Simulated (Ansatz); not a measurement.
Values for one crystal, relaxed and computed with the program Ansatz at the r²SCAN level (PAW); other levels are named.

- Volume per atom: 9.64 Å³
- Band gap: 2.88 eV (indirect)
- HSE06 gap on the r²SCAN cell: 4.46 eV
- Debye temperature from the elastic constants: 561 K
- Poisson's ratio: 0.31
- Young's modulus: 188 GPa
- Electronic dielectric constant ε∞ (DFPT): 3.79

Which of these materials gives this?
A) La2O3, P-3m1 (La on 2d, O on 2d, O on 1a)
B) BiBrO, P4/nmm (Bi on 2c, Br on 2c, O on 2a)
C) SiO2, Cmce (Si on 4a, O on 8f)
D) ZnO2, Pa-3 (Zn on 4a, O on 8c)

D, ZnO2, Pa-3 (Zn on 4a, O on 8c)

The first step of the workflow began from a Materials Project structure, measured or hypothetical; the Crystallography Open Database copy checked does not list it. Its standing as an ambient phase is unchecked. Symmetry was held in the r²SCAN relaxation; its stability against distortions is not shown here.

Potentials: the later of the program's two PAW sets.
